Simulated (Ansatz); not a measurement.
The relaxed structure here is a generated cell of GaN: the first start was made by a random draw of sites in a space group, and the end was not matched to a known phase here, so it may be hypothetical. Known forms of GaN include space group No. 186, 216.

The end point of a relaxation of GaN. Space group P-4n2 (No. 118). Calculation: r2SCAN (plane waves to 500 eV, PAW, scalar-relativistic; Ansatz, a first-principles code).

```xyz
8
Lattice="5.1014 0.0000 0.0000 0.0000 5.1014 0.0000 0.0000 0.0000 3.0828" Properties=species:S:1:pos:R:3 pbc="T T T"
Ga     2.5507     2.5507     1.5414
Ga     0.0000     0.0000     0.0000
Ga     2.5507     0.0000     2.3121
Ga     0.0000     2.5507     0.7707
N      1.0079     3.5586     2.3121
N      4.0934     1.5428     2.3121
N      3.5586     4.0934     0.7707
N      1.5428     1.0079     0.7707
```

| Property | Result |
|---|---|
| Volume per atom | 10.03 Å³ |
| Band gap | 1.61 eV, indirect (valence top at 71 % of the way from M to Γ, conduction bottom at Γ) (no spin-orbit coupling) |
| Smallest direct gap | 1.72 eV at Γ |
| Shortest distances | Ga–N 2.00 Å; Ga–Ga 2.66 Å; N–N 2.85 Å |
| k-mesh | 7×7×11 |

Band energies at high-symmetry points (eV from the VBM; labels of this space group; no spin-orbit coupling), from −5 eV up to 6.6 eV:

```json
[
 {"point": "Γ", "energies": "-2.50 -2.34 -1.06 -1.06 -0.92 -0.22 -0.11 -0.11 1.61 3.50 4.86 5.36 5.36"},
 {"point": "X", "energies": "-3.11 -3.11 -1.71 -1.71 -0.85 -0.85 -0.06 -0.06 4.21 4.21 5.19 5.19"},
 {"point": "M", "energies": "-4.82 -4.82 -3.81 -3.81 -2.38 -2.38 -1.38 -1.38 -0.42 -0.42 4.94 4.94 5.24 5.24"},
 {"point": "Z", "energies": "-3.25 -3.25 -2.37 -2.37 -2.24 -2.24 3.55 3.55"},
 {"point": "R", "energies": "-4.82 -4.82 -3.74 -3.74 -2.27 -2.27 -0.30 -0.30 4.52 4.52 5.66 5.66 5.81 5.81"},
 {"point": "A", "energies": "-2.49 -2.49 -2.09 -1.93 -1.74 -1.69 -1.69 -1.33 2.34 3.24 4.22 4.22"}
]
```

No spin polarisation in the result.

The run could not lose the symmetry of its start: the end is stationary, and may be a saddle point rather than a minimum.
